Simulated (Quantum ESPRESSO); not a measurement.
Ge3NBSi3, input and log of a self-consistent run

Simulated, not a measurement. The program is pw.x of Quantum ESPRESSO 7.5 (plane-wave density functional theory). The cell is made up: 8 atoms on a zincblende/diamond lattice, with randomly drawn elements, strain and displacements, not relaxed. PseudoDojo standard norm-conserving files (v0.5 for PBE, v0.4.1 for LDA and PBEsol) set the functional; there is no spin polarisation, spin-orbit coupling or dispersion term, and the masses in the input are unused placeholders.

Input:

```
&control calculation='scf', pseudo_dir='./dojo.nc.sr.pbe.v0_5.standard.upf', outdir='./o', disk_io='low', tprnfor=.true., tstress=.true. /
&system ibrav=0, nat=8, ntyp=4, nbnd=41, ecutwfc=84.00895049, nosym=.true., tot_charge=0,
 occupations='smearing', smearing='fd', degauss=0.0073498644
/
&electrons conv_thr=7.350e-09, electron_maxstep=60, /
ATOMIC_SPECIES
B 1.0 B.upf
Ge 1.0 Ge.upf
N 1.0 N.upf
Si 1.0 Si.upf
CELL_PARAMETERS angstrom
5.6339 -0.0469 0.06
-0.0469 5.6214 -0.0159
0.0587 -0.0156 5.872
ATOMIC_POSITIONS angstrom
Ge 0.0299 0.0045 0.0085
N 0.0296 2.8 2.9623
B 2.8365 -0.0071 2.9819
Ge 2.7904 2.8136 0.094
Si 1.4369 1.3603 1.459
Ge 1.4024 4.2332 4.38
Si 4.2552 1.3275 4.4623
Si 4.2245 4.1904 1.4802
K_POINTS automatic
6 6 6 1 1 1
```

The log is shortened where brackets say so; the opening notice, blank lines, dates and the lines on written files are dropped, and the path of the files is cut. It prints rydbergs, bohrs and kilobars, and counts compression as positive stress.

```
     Program PWSCF v.7.5
     Parallel version (MPI & OpenMP), running on       4 processor cores
     Number of MPI processes:                 4
     Threads/MPI process:                     1
     [start-up lines left out]
     bravais-lattice index     =            0
     lattice parameter (alat)  =      10.6475  a.u.
     unit-cell volume          =    1254.7489 (a.u.)^3
     number of atoms/cell      =            8
     number of atomic types    =            4
     number of electrons       =        62.00
     number of Kohn-Sham states=           41
     kinetic-energy cutoff     =      84.0090  Ry
     charge density cutoff     =     336.0358  Ry
     scf convergence threshold =      7.3E-09
     mixing beta               =       0.7000
     number of iterations used =            8  plain     mixing
     Exchange-correlation= PBE
                           (   1   4   3   4   0   0   0)
     [axes and pseudopotential details left out]
   Cartesian axes
     site n.     atom                  positions (alat units)
         1        Ge     tau(   1) = (   0.0053067   0.0007987   0.0015086  )
         2        N      tau(   2) = (   0.0052534   0.4969460   0.5257512  )
         3        B      tau(   3) = (   0.5034241  -0.0012601   0.5292298  )
         4        Ge     tau(   4) = (   0.4952422   0.4993598   0.0166832  )
         5        Si     tau(   5) = (   0.2550221   0.2414270   0.2589444  )
         6        Ge     tau(   6) = (   0.2488990   0.7513114   0.7773656  )
         7        Si     tau(   7) = (   0.7552160   0.2356057   0.7919722  )
         8        Si     tau(   8) = (   0.7497673   0.7437152   0.2627070  )
     number of k points=   108  Fermi-Dirac smearing, width (Ry)=  0.0073
     Number of k-points >= 100: set verbosity='high' to print them.
     Dense  grid:   130495 G-vectors     FFT dimensions: (  64,  64,  72)
     Estimated max dynamical RAM per process >     450.22 MB
     Estimated total dynamical RAM >       1.67 GB
     Initial potential from superposition of free atoms
     starting charge      61.9954, renormalised to      62.0000
     Starting wfcs are   47 randomized atomic wfcs
     total cpu time spent up to now is       14.2 secs
     per-process dynamical memory:   380.2 Mb
     Self-consistent Calculation
     iteration #  1     ecut=    84.01 Ry     beta= 0.70
     Davidson diagonalization with overlap
     ethr =  1.00E-02,  avg # of iterations =  3.1
     total cpu time spent up to now is       51.8 secs
     total energy              =    -587.09555333 Ry
     estimated scf accuracy    <       0.66155211 Ry
     iteration #  2     ecut=    84.01 Ry     beta= 0.70
     Davidson diagonalization with overlap
     ethr =  1.07E-03,  avg # of iterations =  6.1
     total cpu time spent up to now is       93.2 secs
     total energy              =    -586.85126098 Ry
     estimated scf accuracy    <       4.82024653 Ry
     iteration #  3     ecut=    84.01 Ry     beta= 0.70
     Davidson diagonalization with overlap
     ethr =  1.07E-03,  avg # of iterations =  4.3
     total cpu time spent up to now is      128.6 secs
     total energy              =    -587.42937514 Ry
     estimated scf accuracy    <       0.14070484 Ry
     iteration #  4     ecut=    84.01 Ry     beta= 0.70
     Davidson diagonalization with overlap
     ethr =  2.27E-04,  avg # of iterations =  3.3
     total cpu time spent up to now is      160.6 secs
     total energy              =    -587.45686431 Ry
     estimated scf accuracy    <       0.03873385 Ry
     iteration #  5     ecut=    84.01 Ry     beta= 0.70
     Davidson diagonalization with overlap
     ethr =  6.25E-05,  avg # of iterations =  2.5
     total cpu time spent up to now is      193.0 secs
     total energy              =    -587.46271491 Ry
     estimated scf accuracy    <       0.00325994 Ry
     [iterations 6 to 7 left out]
     iteration #  8     ecut=    84.01 Ry     beta= 0.70
     Davidson diagonalization with overlap
     ethr =  6.29E-08,  avg # of iterations =  2.7
     total cpu time spent up to now is      286.5 secs
     total energy              =    -587.46331543 Ry
     estimated scf accuracy    <       0.00000235 Ry
     iteration #  9     ecut=    84.01 Ry     beta= 0.70
     Davidson diagonalization with overlap
     ethr =  3.79E-09,  avg # of iterations =  3.4
     total cpu time spent up to now is      312.7 secs
     total energy              =    -587.46331598 Ry
     estimated scf accuracy    <       0.00000035 Ry
     iteration # 10     ecut=    84.01 Ry     beta= 0.70
     Davidson diagonalization with overlap
     ethr =  5.72E-10,  avg # of iterations =  3.0
     total cpu time spent up to now is      338.8 secs
     total energy              =    -587.46331607 Ry
     estimated scf accuracy    <       0.00000008 Ry
     iteration # 11     ecut=    84.01 Ry     beta= 0.70
     Davidson diagonalization with overlap
     ethr =  1.34E-10,  avg # of iterations =  2.1
     total cpu time spent up to now is      362.6 secs
     total energy              =    -587.46331609 Ry
     estimated scf accuracy    <       0.00000001 Ry
     iteration # 12     ecut=    84.01 Ry     beta= 0.70
     Davidson diagonalization with overlap
     ethr =  1.66E-11,  avg # of iterations =  3.2
     total cpu time spent up to now is      388.4 secs
     End of self-consistent calculation
     Number of k-points >= 100: set verbosity='high' to print the bands.
     the Fermi energy is     4.7570 ev
!    total energy              =    -587.46331609 Ry
     estimated scf accuracy    <          1.5E-09 Ry
     smearing contrib. (-TS)   =      -0.00487220 Ry
     internal energy E=F+TS    =    -587.45844389 Ry
     The total energy is F=E-TS. E is the sum of the following terms:
     one-electron contribution =    -380.21058839 Ry
     hartree contribution      =     221.31642334 Ry
     xc contribution           =    -147.38799349 Ry
     ewald contribution        =    -281.17628536 Ry
     convergence has been achieved in  12 iterations
     Forces acting on atoms (cartesian axes, Ry/au):
     atom    1 type  2   force =    -0.02147720    0.01561360    0.00446666
     atom    2 type  3   force =    -0.00753408   -0.00942464   -0.00111944
     atom    3 type  1   force =     0.01013059    0.00161320   -0.00819702
     atom    4 type  2   force =     0.00908122   -0.00575183   -0.02237463
     atom    5 type  4   force =     0.01278733   -0.00952798    0.09269296
     atom    6 type  2   force =     0.03132180   -0.00964646   -0.07935286
     atom    7 type  4   force =    -0.01489515    0.00132250   -0.07291688
     atom    8 type  4   force =    -0.01941451    0.01580161    0.08680121
     Total force =     0.177706     Total SCF correction =     0.000105
     Computing stress (Cartesian axis) and pressure
          total   stress  (Ry/bohr**3)                   (kbar)     P=     -128.31
  -0.00080158   0.00003736  -0.00007237         -117.92        5.50      -10.65
   0.00003736  -0.00079055   0.00002703            5.50     -116.29        3.98
  -0.00007237   0.00002703  -0.00102452          -10.65        3.98     -150.71
     init_run     :     12.14s CPU     12.70s WALL (       1 calls)
     electrons    :    373.09s CPU    374.25s WALL (       1 calls)
     forces       :      3.40s CPU      3.43s WALL (       1 calls)
     stress       :     12.72s CPU     12.88s WALL (       1 calls)
     [timing details left out]
     PWSCF        :   6m42.96s CPU   6m44.95s WALL
     JOB DONE.
```

In other units: free energy -7992.846 eV for the cell, pressure -12.83 GPa, largest force component 2.383 eV/Å. A rerun of the same cell at another strain at 1437 eV and a 8 x 8 x 8 mesh moved values by no more than 0.002 eV in energy, 0.03 GPa in stress and 0.010 eV/Å in force.